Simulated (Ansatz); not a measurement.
## PbS, first-principles data

PbS:
```
CELL_PARAMETERS angstrom
      0.00000     3.30079     3.30079
      3.30079     0.00000     3.30079
      3.30079     3.30079     0.00000
ATOMIC_POSITIONS crystal
  S  0.25000 0.25000 0.25000
  Pb 0.00000 0.00000 0.00000
```

Space group F-43m (No. 216), zinc blende; conventional cell a = b = c = 6.6016 Å, α = β = γ = 90.00°.

Method: the program Ansatz at the r²SCAN level (PAW). The cell and atoms are relaxed at this level. Other levels are named where they apply.

### Cell and energy

```yaml
volume_per_atom: 35.96 Å³
density: 5.52 g/cm³
Formation energy from the elements (no fitted shifts): -0.41 eV/atom
```

### Electronic structure

```yaml
band_gap: 0.95 eV (indirect)
valence_band_maximum: at W
conduction_band_minimum: at X (3 equivalent valleys)
smallest_direct_gap_on_the_standard_path: 1.44 eV
electron_effective_mass: 0.36, 0.36, 1.7 mₑ (principal values)
hole_effective_mass: 0.62, 0.62, 0.73 mₑ (principal values)
HSE06 gap on the r²SCAN cell: 1.29 eV
Gap with spin–orbit coupling: 0.84 eV
```

### Mechanics

```yaml
Bulk modulus (Birch–Murnaghan fit): 38.4 GPa
Pressure derivative B′: 4.1
Elastic constants (relaxed ions, GPa): C11 = 39.8, C12 = 37.8, C44 = -7.9
mechanical_stability: unstable (C has a negative eigenvalue)
Piezoelectric stress constants (proper, relaxed ions, C/m²): e14 = e25 = e36 = -0.39
```

### Charges

```yaml
bader_charges: S -1.03, Pb +1.03 e
```

The start of the workflow was typed in or built on a structure type; neither database checked (COD, Materials Project) lists it. It is not the phase usual at ambient conditions (space group No. 225). The cell was relaxed with r²SCAN under the symmetry of its start. Signs of piezoelectric constants follow the polarity of the cell as given. The references are the lowest solids computed at this level, not always the standard phases. Spin–orbit coupling is left out wherever it is not named.

Potentials: the later of the program's two PAW sets.
